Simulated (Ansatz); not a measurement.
Input and command of a calculation in Ansatz (plane waves; scalar-relativistic PAW potentials unless the input names others):

```yaml
crystal:
  lattice:
    - [6.3694896099, 0.0, 0.0]
    - [-3.1847448049, 5.5161398113, 0.0]
    - [0.0, 0.0, 3.7518183883]
  atoms:
    - { symbol: Hf, position: [0.0, 0.5838558713, 0.5] }
    - { symbol: Hf, position: [0.4161441287, 0.4161441287, 0.5] }
    - { symbol: Hf, position: [0.5838558713, 0.0, 0.5] }
    - { symbol: P, position: [0.6666666667, 0.3333333333, 0.0] }
    - { symbol: P, position: [0.3333333333, 0.6666666667, 0.0] }
    - { symbol: P, position: [0.0, 0.0, 0.5] }
    - { symbol: Ru, position: [0.2455864443, 0.0, 0.0] }
    - { symbol: Ru, position: [0.7544135557, 0.7544135557, 0.0] }
    - { symbol: Ru, position: [0.0, 0.2455864443, 0.0] }
basis:
  ecutwfc: 420
  precision: f64
kpoints:
  mp_grid: { grid: [6, 6, 10] }
hamiltonian:
  xc: pbesol
scf:
  occupations: { method: gaussian, width: 0.1 }
  eigensolver: { kind: davidson }
output:
  forces: true
  eigenvalues: true
  stress: true
```

```bash
ansatz run input.yaml --threads 2 --pin off --max-ram 5120MiB --backend cpu --events-out ev --progress --plain --runs-dir out
```

Abridged log:
```
Basis set: ecut = 420 eV, 2617 PW (Γ), exchange–correlation on 90×90×54 points (8 copies of the dense FFT grid, shifted against one another)
Bands: 85, of which v1, the nominal top of the filled ones, is band 71 counted from 1 (70 counted from 0)
Symmetry: 12 space group operations
k-points: 42 of 360 (time reversal used)
SCF iter   1: F=—  HF=-66473.993724 eV  |F-HF|=—  |Δ(HF+E_count)|=         —  Δρ=6.83e-3  dr2=6.17e-2  ethr=1.77e-3  ⟨swp⟩=5.5  Hψ=13993  notcnv=0
SCF iter   2: F=—  HF=-66473.987975 eV  |F-HF|=—  |Δ(HF+E_count)|=   5.75e-3  Δρ=3.43e-3  dr2=1.78e-2  ethr=4.38e-5  ⟨swp⟩=3.0  Hψ=6720  notcnv=0
SCF iter   3: F=—  HF=-66473.986666 eV  |F-HF|=—  |Δ(HF+E_count)|=   1.31e-3  Δρ=7.33e-4  dr2=4.96e-4  ethr=3.37e-7  ⟨swp⟩=3.5  Hψ=15555  notcnv=0
SCF iter   4: F=—  HF=-66473.986078 eV  |F-HF|=—  |Δ(HF+E_count)|=   5.89e-4  Δρ=4.01e-4  dr2=2.24e-4  ethr=3.37e-7  ⟨swp⟩=4.0  Hψ=9057  notcnv=0
SCF iter   5: F=—  HF=-66473.986023 eV  |F-HF|=—  |Δ(HF+E_count)|=   5.43e-5  Δρ=1.10e-4  dr2=3.24e-5  ethr=1.59e-7  ⟨swp⟩=3.0  Hψ=7212  notcnv=0
SCF iter   6: F=—  HF=-66473.986039 eV  |F-HF|=—  |Δ(HF+E_count)|=   1.54e-5  Δρ=2.77e-5  dr2=1.53e-6  ethr=2.30e-8  ⟨swp⟩=3.5  Hψ=7475  notcnv=0
SCF iter   7: F=—  HF=-66473.986039 eV  |F-HF|=—  |Δ(HF+E_count)|=   7.53e-8  Δρ=6.87e-6  dr2=1.08e-7  ethr=1.08e-9  ⟨swp⟩=4.0  Hψ=8598  notcnv=0
SCF iter   8: F=-66473.986039 eV  HF=-66473.986039 eV  |F-HF|=1.28e-8  |Δ(HF+E_count)|=   5.93e-8  Δρ=1.99e-6  dr2=8.12e-9  ethr=7.67e-11  ⟨swp⟩=3.7  Hψ=8843  notcnv=0
SCF 1 converged in 8 iterations: F = -66473.986039 eV  dr2 = 8.12e-9
  Residual-converged pass: ⟨swp⟩=3.0  Hψ=6742  notcnv=0  max |occ|·‖R‖ = 6.6e-6 eV (tolerance 6.7e-6 eV) dr2=8.23e-9  dr2_onsite=1.44e-8  max |Δocc| = 5.4e-9
SCF converged after 8 iterations
Free energy (F): -66473.986039 eV
Harris-Foulkes:  -66473.986039 eV  (|F-HF|=1.28e-8)
Internal energy: -66473.951643 eV  (E = F + TS)
E sigma→0 (E₀):  -66473.968841 eV
Entropy (-TS):   -0.034396 eV (-3.822 meV/atom)
Fermi energy:    21.459675 eV
--- Forces (eV/Å), atoms counted from 1 ---
  atom   1  Hf     0.00054595    -0.00094561     0.00000000
  atom   2  Hf     0.00054595     0.00094561     0.00000000
  atom   3  Hf    -0.00109190     0.00000000     0.00000000
  atom   4  P      0.00000000     0.00000000     0.00000000
  atom   5  P      0.00000000     0.00000000     0.00000000
  atom   6  P      0.00000000     0.00000000     0.00000000
  atom   7  Ru     0.00025978     0.00000000     0.00000000
  atom   8  Ru    -0.00012989    -0.00022498     0.00000000
  atom   9  Ru    -0.00012989     0.00022498     0.00000000
--- Stress (GPa, compression-positive) ---
        0.006713       0.000000       0.000000
        0.000000       0.006713       0.000000
        0.000000       0.000000      -0.006299
  P = ⅓ Tr σ = 0.0024 GPa (0.024 kbar)
```

Apart from outputs, empty bands and the relaxation, which only the reference makes, the input differs from a reference run on usual settings in scf.eigensolver.kind: not typed → "davidson"; basis.precision: not typed → "f64". The reference, at the same geometry, ended its own course with pressure 0.00 GPa, largest force 0.001 eV/Å, no gap on the mesh. This run converged in 8 SCF iterations with an energy at zero smearing within 0.01 meV/atom of the reference's, pressure 0.00 GPa, largest force 0.001 eV/Å, no gap on the mesh.

It took 53 s on 2 threads of Arm Neoverse V1 (shared host), peak memory 0.61 GiB.